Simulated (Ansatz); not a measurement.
TaCu3Te4:
```xyz
8
Lattice="5.9611 0.0000 0.0000 0.0000 5.9611 0.0000 0.0000 0.0000 5.9611" Properties=species:S:1:pos:R:3 pbc="T T T"
Ta     0.0000     0.0000     0.0000
Cu     0.0000     2.9805     0.0000
Cu     2.9805     0.0000     0.0000
Cu     0.0000     0.0000     2.9805
Te     1.5286     4.4324     4.4324
Te     4.4324     4.4324     1.5286
Te     4.4324     1.5286     4.4324
Te     1.5286     1.5286     1.5286
```

Relaxed with r²SCAN.

### Question
Map the electron localisation function on the plane through (0.000, 0.000, 0.000) spanned by u = [1, 0, 0] and v = [0, 1, 1] in lattice vectors, from plane-wave PAW r²SCAN (Ansatz code).

### Answer
x is the fraction of u, y of v (the angle between them is 90°; rows are the nearest grid lines); atoms in the plane: Ta at (0.00, 0.00), Cu at (0.50, 0.00), Te at (0.26, 0.74), Te at (0.26, 0.26).
```
| .+#*:.:-:..:+@@@+:..:-:.:*#+. |
|**#*=::==-...:=+=-:..:-:..=#%#*|
|##*=::=++=:...::::..::::..:*%%#|
|::-=*******+=:..........   ...:|
|=+**+=----=+***=-:..       ..:=|
|+**=-.    .-+*##+:.        .:=+|
|+*+=-.     -+*##+-.        .:=+|
|=+++=:.   :=*#%#+:          .:=|
|:=**++++++**#%#+:            .:|
| :=+######%%%*=.               |
|  :-+*######*-.                |
|      ....                     |
|      ....                     |
|  :-+*######*-.                |
| :=+######%%%*=.               |
|:=**++++++**#%#+:            .:|
|=+++=:.   :=*#%#+:          .:=|
|+*+=-.     -+*##+-.        .:=+|
|+**=-.    .-+*##+:.        .:=+|
|=+**+=----=+***=-:..       ..:=|
|::-=*******+=:..........   ...:|
|##*=::=++=:...::::..::::..:*%%#|
|**#*=::==-...:=+=-:..:-:..=#%#*|
| .+#*:.:-:..:+@@@+:..:-:.:*#+. |
```
Scale: ten equal steps from 0.005 (start of ' ') to 0.931 (end of '@'), in the order ' .:-=+*#%@'; x runs from 0.000 to 1.00, y from 0.000 (bottom) to 1.00 (top).

The density is the valence pseudo-density with augmentation charge, so density and ELF within about 1 Å of a nucleus are not all-electron values.

Space group P-43m. The first step of the workflow began from a Materials Project structure, measured or hypothetical; the Crystallography Open Database copy checked does not list it. Whether it is the stable phase at ambient conditions was not checked. The r²SCAN relaxation kept the symmetry of its start; whether a distortion lowers the energy is not shown. No spin polarisation was allowed. Spin–orbit coupling is left out wherever it is not named.

Potentials: the later of the program's two PAW sets.
